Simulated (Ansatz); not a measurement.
Space group C2/c (No. 15). a = 9.964 Å, b = 4.908 Å, c = 7.018 Å, α = 90.00°, β = 112.26°, γ = 90.00°
```tsv
atom	site	symmetry	x	y	z
V	4a	-1	0.0000	0.0000	0.5000
V	8f	1	0.8723	0.5064	0.2820
O	8f	1	0.9174	0.3424	0.5552
O	4e	2	0.0000	0.8072	0.7500
O	8f	1	0.6928	0.6507	0.6621
```

Equation of state of this V₃O₅ structure (not necessarily the ground state), with shape and atoms relaxed at each volume where symmetry leaves them free. It has no gap at any of these volumes. These are results of DFT PBEsol, scalar-relativistic, plane waves, PAW in Ansatz 0.2.0, not measurements.

Cutoff 420 eV; k points 8×8×6 on the computed 16-atom cell (Γ-centred); Gaussian smearing, width 0.10 eV; collinear spin.

```csv
V (Å³/atom),E − E(largest V) (meV/atom),P (GPa)
9.331,0.96,11.92
9.629,-16.25,5.91
9.926,-21.69,0.00
10.224,-16.16,-6.01
10.522,0.00,-11.28
```

Q: Fit a third-order Birch–Murnaghan equation to E(V).

A: V0 = 9.92 Å³/atom, B0 = 200 GPa, B0' = 0.7. B0' is unusual or poorly fixed by this range.

Moments started parallel, and an antiferromagnetic order may lie lower.

Cost: 5 runs of about 86 core-minutes in all, on Intel Xeon 6975P-C (Granite Rapids) (shared hosts).